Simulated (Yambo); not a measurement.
GaAlN2 (space group P-4m2, No. 115), G0W0@LDA (Yambo, plasmon pole, terminator in G, 4×4×4 mesh): gap Γ → Γ in eV by bands and screening block.

```csv
bands (W and G),2 Ry,4 Ry,6 Ry,8 Ry,10 Ry
26,4.20,?,4.33,?,4.41
39,4.03,4.02,4.21,4.30,4.32
58,3.97,3.95,4.14,4.25,4.27
81,3.94,3.92,4.12,4.23,4.25
104,3.92,3.90,4.11,?,4.25
```

Question: Estimate the withheld gaps from their neighbours; the computed values follow.

Answer: 
- 26, 4 Ry: 4.18
- 26, 8 Ry: 4.40
- 104, 8 Ry: 4.22

The largest settings aren't shown to be the converged limit.

The standard potential for Ga keeps a d shell in the valence without the s and p states of that shell. In tests on such compounds this moved G0W0 gaps by up to about 0.9 eV, so absolute quasiparticle energies here are unreliable; differences between settings are what counts.

Spin-orbit coupling is not included.

Geometry relaxed with LDA; primitive cell a = b = 3.1113 Å, c = 4.3787 Å, α = β = γ = 90.00°.

The structure is a Materials Project entry; no match was found in the copy of COD used, and its stability was not checked.
